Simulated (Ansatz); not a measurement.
Starting structure of a cell relaxation (symmetry kept):

Space group R-3m:H (No. 166). a = 2.998 Å, b = 2.998 Å, c = 7.374 Å, α = 90.00°, β = 90.00°, γ = 120.00°
| atom | site | symmetry | x | y | z |
| --- | --- | --- | --- | --- | --- |
| Fe | 3a | -3m | 0.0000 | 0.0000 | 0.0000 |
| O | 3b | -3m | 0.6667 | 0.3333 | 0.8333 |

The calculation used DFT PBEsol, scalar-relativistic, plane waves, PAW in Ansatz.

Cutoff 420 eV; k points 18×18×18 on the computed 2-atom cell (Γ-centred); Gaussian smearing, width 0.10 eV; collinear spin from starting moments 3.76 0.37 μB.

**Question.** What does it relax to?

**Answer.** The volume doesn't move by more than 0.01 Å³/atom to 9.57 Å³/atom, and the energy changes by under 0.1 meV/atom. The cell ends with a moment of 4.00 μB (only this magnetic start was tried). Final structure:
```
Fe O
1.0
     1.50082    0.86650    2.45203
    -1.50082    0.86650    2.45203
     0.00000   -1.73299    2.45203
Fe O
1 1
Direct
  0.00000 0.00000 0.00000
  0.50000 0.50000 0.50000
```

Course of the relaxation (steps run on the plane waves of an earlier cell, and the basis is chosen afresh near the end, so energy and pressure can step there; trial steps that raised the energy were taken back; energies are free energies):

```
step P (GPa) V (Å³/atom)
   1     0.06         9.56
   2     0.02         9.57
   3     0.01         9.57
   4     0.01         9.57
```

The cell holds one magnetic atom, so it can only be ferromagnetic; an antiferromagnetic order may lie lower.